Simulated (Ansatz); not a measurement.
Input file for Ansatz (a quantum-chemistry and plane-wave program):

Ansatz 0.2 input:
```yaml
crystal:
  lattice:
    - [2.1914854527, 1.2652547161, 7.4558506452]
    - [-2.1914854527, 1.2652547161, 7.4558506452]
    - [0.0, -2.5305094321, 7.4558506452]
  atoms:
    - { symbol: Ca, position: [0.2311508353, 0.2311508353, 0.2311508353] }
    - { symbol: Ca, position: [0.7688491647, 0.7688491647, 0.7688491647] }
    - { symbol: As, position: [0.5, 0.5, 0.5] }
    - { symbol: I, position: [0.0, 0.0, 0.0] }
kpoints:
  mp_grid: { grid: [7, 7, 7] }
hamiltonian:
  xc: r2scan
  pseudopotentials: { kind: paw }
scf:
  occupations: { method: fixed }
checkpoint: { read: static.run }
output: { write_density: true, elf: true, volumetric_format: npy }
basis: { fft_grid_basis: typed }
```

Output (shortened):

```
Pseudopotentials: kind: paw
Pseudopotential: Ca, paw, valence charge 10
Pseudopotential: As, paw, valence charge 15
Pseudopotential: I, paw, valence charge 17
Functional definition: r2SCAN
Crystal: 4 atoms, lattice volume = 124.041 Å³
Basis set: ecut = 500 eV, 3105 PW (Γ), exchange–correlation on 240×240×240 points (64 copies of the dense FFT grid, shifted against one another)
Bands: 32, of which v1, the nominal top of the filled ones, is band 26 counted from 1 (25 counted from 0)
Symmetry: 12 space group operations
Space group: R-3m (ITA 166), of the structure as read, at distance tolerance 5.0e-5 Å
k-points: 44 of 343
PAW frozen core: Ca, regenerated for the run's functional
PAW frozen core: As, regenerated for the run's functional
PAW frozen core: I, regenerated for the run's functional
Initial density: read from a saved state, or passed on in memory by an earlier SCF of this step, an earlier step, the calling program or the single point that …
Stability of the state it starts from, as read at its close in the unpolarized treatment …
Initial wavefunctions: pseudopotential atomic-orbital guess
Eigensolver: davidson
Functional: x = r2scan, c = r2scan; τ floored in thin density (d = 2e-4 eV/Å³)
iter 1 solved again at ethr=1.91e-7 eV; its pass at ethr=3.10e-3 eV (dr2=9.92e-5 eV) is discarded
SCF iter   1: F=—  HF=-16042.547467 eV  |F-HF|=—  |Δ(HF+E_count)|=         —  Δρ=1.24e-6  dr2=2.47e-9  dr2_τ=2.38e-10  ethr=1.91e-7  ⟨swp⟩=4.1  Hψ=9385  notcnv=0  defer=174
all-band conjugate gradients solve this SCF's bands
preconditioner: auto → Resta (q_TF=auto, 2.360 Å⁻¹)
SCF iter   2: F=-16042.547467 eV  HF=-16042.547467 eV  |F-HF|=4.31e-10  |Δ(HF+E_count)|=   2.33e-7  Δρ=7.45e-7  dr2=6.20e-10  dr2_τ=2.72e-10  ethr=4.76e-12  ⟨swp⟩=16.6  Hψ=9997  notcnv=0
SCF 1 converged in 2 iterations: F = -16042.547467 eV  dr2 = 6.20e-10
SCF converged after 2 iterations
Free energy (F): -16042.547467 eV
Harris-Foulkes:  -16042.547467 eV  (|F-HF|=4.31e-10)
Internal energy: -16042.547467 eV  (E = F + TS)
E sigma→0 (E₀):  -16042.547467 eV
Fermi energy:    6.818883 eV
--- Per-component energies (eV) ---
  E_band       = -955.786887
  E_kinetic    = 848.846391
  E_local      = -5477.123589  (includes V_loc(G=0)·N_el)
  E_nonlocal   = -634.037914
  E_hartree    = 2607.913960
  E_xc         = -470.084545
  E_vxc        = -613.395760  (∫ρ·V_xc dr)
  E_paw        = -8414.861951  (= ΣΔE_a)
  E_vpaw       = -331.679041  (= ΣTr[D̂ρ^β])
  E_aug_tail   = -0.000042  (compensation charges beyond the density's cutoff)
  E_vtau       = 35.774351  (kinetic-family band-sum trace: ∫τ·v_τ [+ j·A + Jᵃ·Aᵃ] dr)
  E_ewald      = -4501.374093
  E_core_change = -1.825685  (= ΣΔE_core)
  E_smearing   =  0.000000  (= −TS)
  E_closure    = 0.000000  (closes the sum)
  Σ components = -16042.547467   (vs F -16042.547467, Δ=0.00e0)
  [band-id]    e_kinetic+e_local+e_nonlocal+2·e_hartree+e_vxc+e_vpaw+e_augmentation_tail+e_vtau = -955.787682   (vs E_band -955.786887, Δ=-7.96e-4)
--- Band table (eV; the first three rows and the last of 44) ---
  k-point 0: bands = ["-39.7106", "-39.7106", "-39.7091", "-39.6983", "-39.6983", "-35.2949", "-35.2854", "-26.9148", "-26.9148", "-26.9077", "-26.9002", "-26.9002", "-15.5273", "-15.4344", "-15.3995", "-15.3995", "-15.3853", "-15.3853", "-7.0511", "-2.4709", "2.4388", "4.1893", "4.1893", "6.2513", "6.8189", "6.8189", "9.6276", "10.2201", "10.2201", "10.3650", "10.8968", "10.8968"]
  k-point 1: bands = ["-39.7106", "-39.7106", "-39.7090", "-39.6983", "-39.6982", "-35.2941", "-35.2855", "-26.9148", "-26.9147", "-26.9076", "-26.9002", "-26.9001", "-15.5223", "-15.4400", "-15.4060", "-15.4041", "-15.3920", "-15.3846", "-6.9980", "-2.4044", "2.5654", "3.7456", "4.1009", "6.1573", "6.2831", "6.7399", "9.9256", "10.2560", "10.5494", "10.6145", "10.9140", "10.9771"]
  k-point 2: bands = ["-39.7107", "-39.7106", "-39.7089", "-39.6983", "-39.6981", "-35.2920", "-35.2858", "-26.9148", "-26.9144", "-26.9075", "-26.9001", "-26.8999", "-15.5102", "-15.4574", "-15.4177", "-15.4126", "-15.4056", "-15.3847", "-6.8749", "-2.2410", "2.8461", "2.9042", "3.9114", "5.4335", "6.0876", "6.6036", "9.5779", "10.4461", "10.7020", "11.1467", "11.2081", "11.2972"]
  k-point 43: bands = ["-39.7106", "-39.7106", "-39.7090", "-39.6983", "-39.6982", "-35.2940", "-35.2856", "-26.9148", "-26.9147", "-26.9076", "-26.9002", "-26.9001", "-15.5158", "-15.4476", "-15.4062", "-15.4044", "-15.3909", "-15.3843", "-6.9911", "-2.4485", "2.8978", "3.6930", "4.1237", "5.5038", "6.3555", "6.6468", "9.7828", "10.6043", "10.6138", "10.6390", "11.1859", "11.4288"]
  band table: 32 of 32 bands, residual norms ≤ 1.0e-3 eV
```

Cost: about 19 core-seconds (a rough figure) on shared cores.

The first step of the workflow began from a Materials Project structure, measured or hypothetical; the Crystallography Open Database files this formula in space group No. 166, but the cells were not matched. Whether it is the stable phase at ambient conditions was not checked. The r²SCAN relaxation kept the symmetry of its start; whether a distortion lowers the energy is not shown. Spin–orbit coupling is left out wherever it is not named.

Potentials: the later of the program's two PAW sets.

Ansatz is a plane-wave DFT program.
